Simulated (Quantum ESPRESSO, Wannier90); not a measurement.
**Wannierisation of HfPbO₃ (cubic perovskite)**

Cell from Materials Project (mp-22535), symmetrised, no further relaxation. Not found in the COD (Crystallography Open Database) copy used, which has the formula in other groups; not checked further. Computed values, not measurements, from PBEsol: Quantum ESPRESSO (norm-conserving PseudoDojo potentials, cutoff 68 Ry, no spin polarisation, no spin-orbit coupling) on a Γ-centred 6×6×6 mesh, then Wannier90. Density: 8×8×8 mesh, cold smearing 0.01 Ry. Spin-orbit coupling is left out although heavy elements are present.

On the energy scale of pw.x, whose zero is arbitrary, the valence-band maximum lies at 9.60 eV.

Isolated groups of bands, relative to the valence-band maximum (bands from 29 on overlap up to the last one computed):

```tsv
bands	from (eV)	to (eV)	filling	weight on atomic waves
1	-59.87	-59.87	filled	Hf 5s 97 %
2–4	-28.78	-28.64	filled	Hf 5p 96 %
5–12	-16.94	-14.94	filled	Pb 5d 62 %, O 2s 31 %
13	-7.33	-5.95	filled	Pb 6s 71 %, O 2p 15 %, Hf 5d 9 %
14–22	-4.54	0.00	filled	O 2p 80 %, Hf 5d 9 %, Pb 6p 5 %
23–28	2.33	7.95	empty	Pb 6p 39 %, Hf 5d 39 %, O 2p 17 %
```

Input w.win:

```
num_bands = 31
num_wann = 18
exclude_bands = 1-12
num_iter = 1000
conv_tol = 1.0e-6
conv_window = 4
dis_num_iter = 1000
dis_conv_tol = 1.0e-6
dis_froz_max = 3.83
write_hr = true
write_u_matrices = true
begin projections
f=0.49014,0.50684,0.50096: d
f=-0.00227,0.01082,0.00476: s;p
f=0.00581,0.50919,0.49484: p
f=0.50287,-0.01168,0.49957: p
f=0.50695,0.50425,0.00886: p
end projections
begin unit_cell_cart
ang
    4.1554800000    0.0000000000    0.0000000000
    0.0000000000    4.1554800000    0.0000000000
    0.0000000000    0.0000000000    4.1554800000
end unit_cell_cart
begin atoms_frac
Hf   0.5000000000  0.5000000000  0.5000000000
Pb   0.0000000000  0.0000000000  0.0000000000
O    0.0000000000  0.5000000000  0.5000000000
O    0.5000000000  0.0000000000  0.5000000000
O    0.5000000000  0.5000000000  0.0000000000
end atoms_frac
mp_grid = 6 6 6
begin kpoints
0.0000000000 0.0000000000 0.0000000000
0.0000000000 0.0000000000 0.1666666667
0.0000000000 0.0000000000 0.3333333333
... (213 more lines: the 6x6x6 mesh through Gamma)
end kpoints
```

The run ends without an error message, but its bands miss those of pw.x by 683 meV rms and 2.83 eV at worst (states up to 3.3 eV relative to the valence-band maximum).

Question: What is the mistake?

Answer: Window typed relative to the reference level, not as an absolute energy. With that mended (18 functions from bands 13-43 of the 43 computed, start hydrogen-like Hf: d; Pb: s;p; O: p, centres 0.05 Å off the atoms, frozen window up to 3.83 eV relative to the valence-band maximum, outer window open) the misfit is 2.7 meV rms.
